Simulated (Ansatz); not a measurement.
Given:

PbS (rock salt), conventional cell a = 6.0090 Å, b = 6.0090 Å, c = 6.0090 Å, α = 90.00°, β = 90.00°, γ = 90.00°. The calculation uses the primitive cell of 2 atoms, to which meshes and values per cell refer.

The volume is varied about the relaxed value V₀ at fixed cell shape. Symmetry pins the atoms to their sites.

All values below come from PBE (plane waves to 420 eV, PAW, scalar-relativistic; Ansatz, a first-principles code). k mesh 10×10×10 (Γ-centred), Fermi-Dirac smearing 0.05 eV. E stands for the smeared free energy. Compression counts positive. PbS was relaxed with its symmetry unable to fall. Spin-orbit coupling is left out, though Pb is heavy. The PAW data are Ansatz's earlier set. The zero of ΔE is the relaxed starting cell.

The scan covers V/V₀ from 0.940 to 1.060 in 9 points.

Question: What bulk modulus B₀ follows from a third-order Birch-Murnaghan fit?

Answer: 52.8 GPa.

Question: What is the fitted pressure derivative B₀′?

Answer: 4.3.

(A scan under strain: stresses follow from slopes of the energy per volume, elastic moduli from its curvatures.)
